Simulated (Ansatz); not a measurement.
Method: DFT PBE, scalar-relativistic, plane waves, PAW in Ansatz. All cells share a 420 eV cutoff and Γ-centred k meshes spaced at most about 0.3 Å⁻¹ (about 0.25 or finer for metals, 2π included). Collinear spin in cells that started with moments and kept them past the coarse steps, no spin elsewhere.

Temperature and zero-point effects are left out. All come from trial cells, and lower structures may exist.

Problem. Order these relaxed structures of AlPdC4N4 by energy, lowest first, with the energy over the lowest of them.
1.

```cif
data_structure
_symmetry_space_group_name_H-M 'P-43m'
_symmetry_Int_Tables_number 215
_cell_length_a 5.8436
_cell_length_b 5.8436
_cell_length_c 5.8436
_cell_angle_alpha 90.000
_cell_angle_beta 90.000
_cell_angle_gamma 90.000
_cell_volume 199.55
loop_
_atom_site_label
_atom_site_type_symbol
_atom_site_symmetry_multiplicity
_atom_site_Wyckoff_symbol
_atom_site_fract_x
_atom_site_fract_y
_atom_site_fract_z
_atom_site_occupancy
Al1 Al 1 b 0.50000 0.50000 0.50000 1
Pd1 Pd 1 a 0.00000 0.00000 0.00000 1
C1 C 4 e 0.20176 0.20176 0.20176 1
N1 N 4 e 0.31801 0.31801 0.31801 1
```

2.

```cif
data_structure
_symmetry_space_group_name_H-M 'P-43m'
_symmetry_Int_Tables_number 215
_cell_length_a 6.0886
_cell_length_b 6.0886
_cell_length_c 6.0886
_cell_angle_alpha 90.000
_cell_angle_beta 90.000
_cell_angle_gamma 90.000
_cell_volume 225.71
loop_
_atom_site_label
_atom_site_type_symbol
_atom_site_symmetry_multiplicity
_atom_site_Wyckoff_symbol
_atom_site_fract_x
_atom_site_fract_y
_atom_site_fract_z
_atom_site_occupancy
Al1 Al 1 a 0.00000 0.00000 0.00000 1
Pd1 Pd 1 b 0.50000 0.50000 0.50000 1
C1 C 4 e 0.18680 0.18680 0.18680 1
N1 N 4 e 0.29725 0.29725 0.29725 1
```

Solution. 1 (0 meV/atom), 2 (214 meV/atom). Forms: 1 P-43m, moments up to 0.4 μB; 2 P-43m, moments up to 0.7 μB. Even the lowest lies +0.22 eV/atom against the elements.

Another magnetic order may lie lower. Cells relaxed within their symmetry can be saddle points. Some types were kept out of the candidates beforehand, so the set may lack a known form.
